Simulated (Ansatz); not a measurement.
This cell of AlFe (CsCl type) is off equilibrium:

```xyz
2
Lattice="2.8747 0.0000 0.0000 0.0000 2.8747 0.0000 0.0000 0.0000 2.8747" Properties=species:S:1:pos:R:3 pbc="T T T"
Al     0.0000     0.0000     0.0000
Fe     1.1775     1.1775     1.1775
```

Calculation: PBE (plane waves to 420 eV, PAW, scalar-relativistic; Ansatz, an electronic-structure program). k mesh 13×13×13 (Γ-centred), Fermi-Dirac smearing 0.05 eV. Energies are smeared free energies. Compression counts positive. With partly filled bands, energies and forces of such displacements shift with the k mesh and the smearing. AlFe was relaxed with its symmetry unable to fall. Relaxed AlFe ends ferromagnetic. Other magnetic orders were not checked, so this need not be the ground state.

### Question
What forces act on the atoms (eV/Å, Cartesian)?

### Answer
```csv
atom,Fx,Fy,Fz
Al1,-2.886,-2.886,-2.886
Fe2,2.886,2.886,2.886
```

### Question
What is the stress tensor (GPa)?

### Answer
```
   16.2     12.6     12.6
   12.6     16.2     12.6
   12.6     12.6     16.2
```
The pressure, a third of the trace, is 16.2 GPa.

### Question
In it atom 2 sits (-0.260, -0.260, -0.260) Å away from its relaxed site. What is its energy relative to the relaxed cell?

### Answer
957 meV/cell.

(A displaced cell: forces are minus the slopes of the energy, force constants its curvatures, and phonons follow from these.)
